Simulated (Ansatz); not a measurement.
Values for one crystal, relaxed and computed with plane-wave PAW r²SCAN (Ansatz code); other levels are named.

Volume per atom: 17.65 Å³
Electronic character: metallic (no gap)
Density of states at the Fermi level: 0.56 states/eV per atom (mean over ±0.08 eV)
Formation energy from the elements (no fitted shifts): -0.26 eV/atom

**Question.** Which of these materials gives this?
A) YAu, Cmcm (Y on 4c, Au on 4c)
B) CaCu5, P6/mmm (Ca on 1a, Cu on 2c, Cu on 3g)
C) YCu2, Imma (Y on 4e, Cu on 8h)
D) TbBi, rock salt

**Answer.** C, YCu2, Imma (Y on 4e, Cu on 8h)

The workflow started from a Materials Project entry (that database holds measured and hypothetical structures alike); the Crystallography Open Database files this formula in space group No. 74, but the cells were not matched. Its standing as an ambient phase is unchecked. The cell was relaxed with r²SCAN under the symmetry of its start; its stability against distortions is not shown here. The run is not spin-polarised. The references are the lowest solids computed at this level, not always the standard phases. Spin–orbit coupling is left out wherever it is not named.

Potentials: the later of the program's two PAW sets.
